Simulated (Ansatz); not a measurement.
Total density of states per atom from the program Ansatz at the r²SCAN level (PAW), in 0.25 eV bins, energy from the Fermi level:

```
E (eV) | states/eV/atom
    -7.85 | ########## 0.30
    -7.60 |  0.00
    -7.35 |  0.00
    -7.10 |  0.00
    -6.85 |  0.00
    -6.60 |  0.00
    -6.35 |  0.00
    -6.10 |  0.00
    -5.85 |  0.00
    -5.60 |  0.00
    -5.35 |  0.00
    -5.10 | ###### 0.18
    -4.85 | ########### 0.33
    -4.60 | ############### 0.46
    -4.35 | ###################### 0.70
    -4.10 | ############################## 0.95
    -3.85 | ################# 0.54
    -3.60 | ######## 0.27
    -3.35 | ########### 0.34
    -3.10 | ############# 0.42
    -2.85 | ############## 0.45
    -2.60 | ################ 0.51
    -2.35 | ################## 0.57
    -2.10 | ####################### 0.73
    -1.85 | ####################### 0.73
    -1.60 | ####################### 0.72
    -1.35 | ####################### 0.71
    -1.10 | ###################### 0.70
    -0.85 | ###################### 0.70
    -0.60 | ####################### 0.72
    -0.35 | ###################### 0.71
    -0.10 | #################### 0.64
     0.15 | ### 0.08
     0.40 | ### 0.08
     0.65 | ### 0.10
     0.90 | #### 0.13
     1.15 | ##### 0.15
     1.40 | ###### 0.18
     1.65 | ####### 0.22
     1.90 | ######## 0.26
     2.15 | ########## 0.31
     2.40 | ############# 0.40
     2.65 | ################ 0.52
     2.90 | ############# 0.41
     3.15 | ########### 0.36
     3.40 | ############## 0.44
     3.65 | ####### 0.21
     3.90 | #### 0.14
     4.15 | ######## 0.24
     4.40 | ########## 0.33
     4.65 | ################## 0.57
```

Q: Pick the material that matches.
(A) KI, rock salt
(B) CdTe, rock salt
(C) PbS, rock salt
(D) BeTe, zinc blende

A: B, CdTe, rock salt. Within 0.5 eV of the Fermi level: Te 5p 84 %, Cd 5s 10 %. Projections are on Löwdin-orthogonalised atomic valence shells; empty p or d shells of many metals are not among them.

Space group Fm-3m (rock salt). This is a known high-pressure phase of the composition, computed here at zero pressure and temperature. The cell was relaxed with r²SCAN under the symmetry of its start; its stability against distortions is not shown here. Spin–orbit coupling is left out wherever it is not named.

Potentials: the later of the program's two PAW sets.
